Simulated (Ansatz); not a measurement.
K2S:
```xyz
6
Lattice="5.1261 0.0000 0.0000 -2.5630 4.4393 0.0000 0.0000 0.0000 6.7848" Properties=species:S:1:pos:R:3 pbc="T T T"
S      0.0000     2.9595     1.6962
S      2.5630     1.4798     5.0886
K      0.0000     0.0000     0.0000
K      0.0000     0.0000     3.3924
K      2.5630     1.4798     1.6962
K      0.0000     2.9595     5.0886
```

Relaxed with LDA. Special points in fractions of this cell's reciprocal vectors: Γ (0.000, 0.000, 0.000); M (0.500, 0.000, 0.000); K (0.333, 0.333, 0.000); A (0.000, 0.000, 0.500); L (0.500, 0.000, 0.500); H (0.333, 0.333, 0.500).

Problem. List the band energies nearest the valence-band maximum at these points for plane-wave PAW LDA (Ansatz code).

Solution. In eV from the valence-band maximum; about four levels below and three above (degenerate sets whole), none deeper than 8.9 eV; points with the same levels are listed once.

```tsv
k	below	above
Γ	-1.16 -1.16 -0.64 -0.64 0.00	2.27 3.90 4.16 4.16
M	-0.79 -0.71 -0.70 -0.61	3.21 4.45 4.92
K	-1.16 -1.16 -0.72 -0.72 -0.36	3.35 3.54 4.84 4.84
A	-0.93 -0.93 -0.93 -0.93	3.78 3.78 4.92 4.92 4.92 4.92
L	-0.67 -0.67 -0.64 -0.64	4.22 4.22 5.17 5.17
H	-0.84 -0.84 -0.67 -0.67	4.32 4.32 5.15 5.15
```

Space group P6_3/mmc. The workflow started from an entry of the Crystallography Open Database (COD), which files this formula under 2 space groups. Whether it is the stable phase at ambient conditions was not checked. Symmetry was held in the LDA relaxation; phonons on a q-mesh show weakly imaginary modes. The volume moved by -35 % from the start of the relaxation. The volume fell by over 15 % from the filed cell, which may lack light atoms or belong to other conditions.

Potentials: the later of the program's two PAW sets.
